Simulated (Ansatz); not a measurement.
CeO2:
```
CELL_PARAMETERS angstrom
      0.00000     2.67933     2.67933
      2.67933     0.00000     2.67933
      2.67933     2.67933     0.00000
ATOMIC_POSITIONS crystal
  Ce 0.00000 0.00000 0.00000
  O  0.25000 0.25000 0.25000
  O  0.75000 0.75000 0.75000
```

Tensor components refer to the Cartesian frame of this cell.

Problem. Give the high-frequency dielectric tensor and the Born effective charge tensors of the independent atoms from DFPT, LDA in the plane-wave PAW code Ansatz.

Solution. 
ε∞:
```
7.72  0.00  0.00
0.00  7.72  0.00
0.00  0.00  7.72
```
Z* of atom 1 (Ce), rows: field, columns: displacement, in e:
```
5.77  0.00  0.00
0.00  5.77  0.00
0.00  0.00  5.77
```
Z* of atom 2 (O), rows: field, columns: displacement, in e:
```
-2.88   0.00   0.00
 0.00  -2.88   0.00
 0.00   0.00  -2.88
```

Space group Fm-3m (fluorite). The cell was relaxed with LDA under the symmetry of its start. The run is not spin-polarised. The 4f shell is in the valence. No Hubbard U is applied. Spin–orbit coupling is left out wherever it is not named.

Potentials: the later of the program's two PAW sets.
